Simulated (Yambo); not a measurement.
SrHI (space group P4/nmm, No. 129), G0W0@PBEsol in Yambo with this input:

```
rim_cut
gw0
dyson
el_el_corr
HF_and_locXC
ppa
em1d
RandQpts= 1000000
RandGvec= 1 Ry
EXXRLvcs= 72 Ry
VXCRLvcs= 288 Ry
Chimod= "HARTREE"
% BndsRnXp
 1 | 230 |
%
NGsBlkXp= 7 Ry
% LongDrXp
 1.0 | 1.0 | 1.0 |
%
PPAPntXp= 27.2114 eV
% GbndRnge
 1 | 230 |
%
GTermKind= "BG"
DysSolver= "n"
ExtendOut
```

On a 2×2×1 mesh, with wavefunctions cut at 72 Ry, the gap (X → M) is 4.975 eV and the valence edge shifts by -0.999 eV.

What happens with this change: 1 Ry block?

The gap falls by 0.200 eV, to 4.775 eV; the shift of the valence edge becomes -0.487 eV. Neither run is shown to be the converged limit. The mesh misses a band edge: along a dense path the PBEsol gap is 2.95 eV against 3.45 eV on the mesh.

Spin-orbit coupling is not included.

Geometry relaxed with PBE+D3(BJ); primitive cell a = b = 4.2912 Å, c = 8.1904 Å, α = β = γ = 90.00°.

A shift is the quasiparticle energy of the state minus its PBEsol energy.
